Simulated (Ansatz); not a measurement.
SnS$_{2}$:
```
SnS2
1.0
    3.63224     0.00000     0.00000
   -1.81612     3.14561     0.00000
    0.00000     0.00000     5.70059
Sn S
1 2
Direct
  0.00000   0.00000   0.00000
  0.33333   0.66667   0.25735
  0.66667   0.33333   0.74265
```

LDA (plane waves, PAW; program Ansatz) gives a gap of 1.02 eV without spin–orbit coupling, maximum on the K–Γ line, 86 % of the way from K, minimum off the standard path, at k = (0.000, 0.443, 0.323).

What happens when spin–orbit coupling is switched on?

The gap stays essentially unchanged, to 1.02 eV; maximum on the K–Γ line, 87 % of the way from K, minimum off the standard path, at k = (0.000, 0.443, 0.323).

Give the electron effective mass with spin–orbit coupling.

0.22, 0.36, 0.73 mₑ (principal values).

Give the hole effective mass with spin–orbit coupling.

0.21, 4.3, 9.6 mₑ (principal values).

Space group P-3m1 (CdI2 type). Symmetry was held in the LDA relaxation. A crystal of weakly bound layers computed without a dispersion correction: the cell and the soft elastic constants depend strongly on that.

Potentials: the later of the program's two PAW sets.
